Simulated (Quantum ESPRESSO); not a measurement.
# In4O4NF: a curve over strain

A calculation, not a measurement. The program is pw.x of Quantum ESPRESSO 7.5 (plane-wave density functional theory). The cell is made up: 10 atoms on a corundum lattice, with randomly drawn elements, strain and displacements, not relaxed. PseudoDojo standard norm-conserving files (v0.5 for PBE, v0.4.1 for LDA and PBEsol) set the functional; there is no spin polarisation, spin-orbit coupling or dispersion term, and the masses in the input are unused placeholders.

Seven runs add a strain to one cell (shear xy, as the tensor component); the atoms follow the cell and are not relaxed. Stress in the table is positive in tension.

Input of the run at +0.0011:

```
&control calculation='scf', pseudo_dir='./dojo.nc.sr.pbe.v0_5.standard.upf', outdir='./o', disk_io='low', tprnfor=.true., tstress=.true. /
&system ibrav=0, nat=10, ntyp=4, nbnd=54, ecutwfc=84.00895049, nosym=.true., tot_charge=0,
 occupations='smearing', smearing='fd', degauss=0.0073498644
/
&electrons conv_thr=7.350e-09, electron_maxstep=60, /
ATOMIC_SPECIES
F 1.0 F.upf
In 1.0 In.upf
N 1.0 N.upf
O 1.0 O.upf
CELL_PARAMETERS angstrom
2.9216 1.7752 4.9673
-2.8624 1.7276 4.9493
-0.0115 -3.2632 4.8798
ATOMIC_POSITIONS angstrom
In 0.0026 0.1341 5.2091
In -0.1392 -0.094 2.2086
In -0.0828 0.0493 9.5714
In 0.1006 0.3578 12.564
O -1.1296 1.8073 8.6718
N -0.8053 -1.6234 8.6264
O 2.1615 0.3664 8.6335
F 1.0046 -1.5173 6.1124
O 0.9164 1.8118 6.3152
O -2.0476 -0.1722 6.193
K_POINTS automatic
7 7 7 1 1 1
```

| added strain | free energy less that of the input shown (eV) | stress xx (GPa) | stress yy (GPa) | stress zz (GPa) | stress xy (GPa) | pressure (GPa) | iterations |
| --- | --- | --- | --- | --- | --- | --- | --- |
| -0.0204 | 0.0214 | 4.37 | 1.52 | -4.08 | -1.83 | -0.60 | 14 |
| -0.0133 | 0.0040 | 4.33 | 1.65 | -3.91 | -1.00 | -0.69 | 14 |
| -0.0022 | -0.0028 | 4.19 | 1.78 | -3.68 | 0.29 | -0.76 | 14 |
| +0.0011 | 0.0000 | 4.12 | 1.80 | -3.64 | 0.67 | -0.76 | 14 |
| +0.0100 | 0.0188 | 3.88 | 1.84 | -3.52 | 1.71 | -0.73 | 14 |
| +0.0239 | 0.0805 | 3.35 | 1.78 | -3.44 | 3.36 | -0.56 | 14 |

Question: one run is left out of the table, at -0.0090. Estimate its stress xy (GPa).

Answer: -0.50. The whole row:

```
added strain  free energy less that of the input shown (eV)  stress xx (GPa)  stress yy (GPa)  stress zz (GPa)  stress xy (GPa)  pressure (GPa)  iterations
     -0.0090                                        -0.0018             4.29             1.71            -3.81            -0.50           -0.73          14
```

A cubic fit gives a slope of stress xy against the added strain of 117 GPa at zero added strain, with the atoms clamped. Across the table the free energy follows the integral of the stress to within 0.5 meV. A rerun of one of the cells at a cutoff of 1437 eV and k mesh 9 x 9 x 9 moved values by no more than 0.003 eV in energy, 0.02 GPa in stress and 0.002 eV/Å in force.